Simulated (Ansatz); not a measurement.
NbAu2 (space group P6/mmm)

```xyz
3
Lattice="4.6605 0.0000 0.0000 -2.3302 4.0361 0.0000 0.0000 0.0000 2.7461" Properties=species:S:1:pos:R:3 pbc="T T T"
Nb     0.0000     0.0000     0.0000
Au     2.3302     1.3454     1.3730
Au     0.0000     2.6907     1.3730
```

The slice is a (-1 1 0 0) plane (indices of the conventional cell) through the point (0.000, 0.000, 0.000) (fractional), spanned by u = [001] and v = [110] in vectors of this cell: u (2.75 Å) and v (4.66 Å, at 90° to u). It covers one period; positions are fractions (u, v).

The numbers are results of r2SCAN (plane waves to 500 eV, PAW, scalar-relativistic; Ansatz, a quantum-chemistry and plane-wave program), not measurements. k mesh 12×12×17. Inside the PAW spheres the values are not all-electron values, and peaks at nuclei hang on which shells count as valence. NbAu2 is run without spin polarisation. NbAu2 was relaxed with its symmetry unable to fall. Spin-orbit coupling is left out, though Au is heavy.

Three fields on this plane, each scaled to ten steps between its own extremes (0 low, 9 high; the total valence density on a logarithmic scale, the potential cut 8 eV below its top; x marks points blanked near nuclei; v = 0 in the bottom row):

Map A
```
|xxxxxx010xxxxx|
|xxxxx00200xxxx|
|xxxxx02420xxxx|
|xxxx0145410xxx|
|xx00146764100x|
|00024678764200|
|33456788876543|
|67777777777777|
|88887766677888|
|99887654567889|
|99976543456799|
|99976433346799|
|99976543456799|
|99887654567889|
|88887766677888|
|67777777777777|
|33456788876543|
|00024678764200|
|xx00146764100x|
|xxxx0145410xxx|
|xxxxx02420xxxx|
|xxxxx00200xxxx|
|xxxxxx010xxxxx|
|xxxxxx010xxxxx|
```

Map B
```
|xxxxxx999xxxxx|
|xxxxx87878xxxx|
|xxxxx46864xxxx|
|xxxx2257522xxx|
|xx31137873113x|
|00003689863000|
|00136788876310|
|12356777776532|
|23456666666543|
|22345555555432|
|22344555554432|
|12234555554322|
|22344555554432|
|22345555555432|
|23456666666543|
|12356777776532|
|00136788876310|
|00003689863000|
|xx31137873113x|
|xxxx2257522xxx|
|xxxxx46864xxxx|
|xxxxx87878xxxx|
|xxxxxx999xxxxx|
|xxxxxx999xxxxx|
```

Map C
```
|xxxxxx878xxxxx|
|xxxxx97679xxxx|
|xxxxx75557xxxx|
|xxxx7543457xxx|
|xx86433333468x|
|44333333333334|
|11122333332211|
|00123344433210|
|00123455543210|
|00124566654210|
|00124677764210|
|00134677764310|
|00124677764210|
|00124566654210|
|00123455543210|
|00123344433210|
|11122333332211|
|44333333333334|
|xx86433333468x|
|xxxx7543457xxx|
|xxxxx75557xxxx|
|xxxxx97679xxxx|
|xxxxxx878xxxxx|
|xxxxxx878xxxxx|
```

Question: Assign the maps to these fields: electron localisation function (ELF); valence electron density; electrostatic potential energy of an electron, from the cell's mean.

Answer: A is the electrostatic potential energy of an electron, from the cell's mean; B is the electron localisation function (ELF); C is the valence electron density.
